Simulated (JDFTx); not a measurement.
An input for a modified build of JDFTx (BiF3, charge -1, multiplicity 2, CANDLE, water, 1 M NaCl; bohr, hartree) and the course of its log:

```
lattice \
  24.5664396201 0.0000000000 0.0000000000 \
  0.0000000000 24.0940080890 0.0000000000 \
  0.0000000000 0.0000000000 21.2594189020
coords-type Cartesian
ion Bi 0.1243690547 -0.6876029987 -1.0513622978 0
ion F 0.3731081896 2.4936319044 1.0513614139 0
ion F -2.7550312895 -2.0628040635 1.0513622978 0
ion F 2.7550312895 -2.4936319044 1.0513621765 0
ion-species pseudo/bi_pbe_v1.upf
ion-species pseudo/f_pbe_v1.4.upf
core-overlap-check none
elec-cutoff 20 100
elec-ex-corr gga-PBE
symmetries none
elec-n-bands 19
spintype z-spin
elec-initial-magnetization 1 yes
elec-initial-charge +1
electronic-scf nIterations 100 energyDiffThreshold 1e-08
fluid LinearPCM
pcm-variant CANDLE
fluid-solvent H2O
fluid-cation Na+ 1
fluid-anion Cl- 1
fluid-minimize nIterations 400 knormThreshold 1e-11
dump-name s0.$VAR
dump End State Ecomponents EigStats BandEigs Forces ElecDensity IonicPositions FluidDebug
```

```
[one cycle in 5 is shown, and the last three; fluid-solver lines are left out]
SCF: Cycle:  0   Etot: -144.954053656818331   dEtot: -1.191e-02   |Residual|: 5.416e-02   |deigs|: 1.725e-03
SCF: Cycle:  5   Etot: -144.957196982999108   dEtot: -1.126e-04   |Residual|: 4.116e-03   |deigs|: 8.078e-04
SCF: Cycle: 10   Etot: -144.957359345144681   dEtot: -1.177e-05   |Residual|: 8.653e-04   |deigs|: 3.016e-04
SCF: Cycle: 15   Etot: -144.957384900855402   dEtot: -4.092e-06   |Residual|: 4.734e-04   |deigs|: 1.836e-05
SCF: Cycle: 20   Etot: -144.957391800463768   dEtot: -5.822e-07   |Residual|: 7.806e-04   |deigs|: 9.428e-06
SCF: Cycle: 25   Etot: -144.957399160560158   dEtot: -2.088e-06   |Residual|: 8.211e-04   |deigs|: 3.437e-05
SCF: Cycle: 30   Etot: -144.957404023496764   dEtot: +3.587e-07   |Residual|: 9.313e-04   |deigs|: 1.303e-05
SCF: Cycle: 35   Etot: -144.957410621414397   dEtot: -1.190e-06   |Residual|: 1.025e-03   |deigs|: 8.945e-06
SCF: Cycle: 40   Etot: -144.957411286747458   dEtot: +2.720e-07   |Residual|: 1.485e-03   |deigs|: 8.216e-06
SCF: Cycle: 45   Etot: -144.957416204599610   dEtot: -3.613e-06   |Residual|: 1.054e-03   |deigs|: 2.501e-05
SCF: Cycle: 50   Etot: -144.957421694425506   dEtot: -4.775e-07   |Residual|: 1.659e-03   |deigs|: 1.449e-05
SCF: Cycle: 55   Etot: -144.957438685075203   dEtot: -1.585e-06   |Residual|: 9.930e-04   |deigs|: 1.899e-05
SCF: Cycle: 60   Etot: -144.957460146005843   dEtot: -3.481e-06   |Residual|: 1.176e-03   |deigs|: 6.135e-06
SCF: Cycle: 65   Etot: -144.957456186480982   dEtot: +1.353e-06   |Residual|: 2.877e-03   |deigs|: 1.593e-05
SCF: Cycle: 70   Etot: -144.957468921777718   dEtot: -4.184e-06   |Residual|: 1.322e-03   |deigs|: 5.395e-05
SCF: Cycle: 75   Etot: -144.957483339766725   dEtot: -1.448e-06   |Residual|: 1.687e-03   |deigs|: 4.173e-05
SCF: Cycle: 80   Etot: -144.957482917807056   dEtot: +1.810e-07   |Residual|: 2.835e-03   |deigs|: 5.981e-06
SCF: Cycle: 85   Etot: -144.957490724931546   dEtot: -2.775e-06   |Residual|: 1.128e-03   |deigs|: 6.488e-05
SCF: Cycle: 90   Etot: -144.957497951501466   dEtot: +2.142e-06   |Residual|: 3.125e-03   |deigs|: 6.651e-05
SCF: Cycle: 95   Etot: -144.957500271447515   dEtot: -1.285e-06   |Residual|: 1.803e-03   |deigs|: 3.024e-05
SCF: Cycle: 97   Etot: -144.957503875114526   dEtot: -1.976e-06   |Residual|: 1.073e-03   |deigs|: 7.418e-05
SCF: Cycle: 98   Etot: -144.957507567659690   dEtot: -3.693e-06   |Residual|: 1.144e-03   |deigs|: 6.548e-05
SCF: Cycle: 99   Etot: -144.957508800314088   dEtot: -1.233e-06   |Residual|: 2.501e-03   |deigs|: 1.200e-04
SCF: None of the convergence criteria satisfied after 100 iterations.
IonicMinimize: Iter:   0  Etot: -144.957508800314088  |grad|_K:  0.000e+00
IonicMinimize: Converged (|grad|_K<1.000000e-04).
```

This run gave no converged result. The loop ran out of cycles short of its threshold. It has stalled and not diverged: the last ten energies span 1e-05 Ha, so the total is near its end, but levels, forces and the chemical potential aren't shown converged.
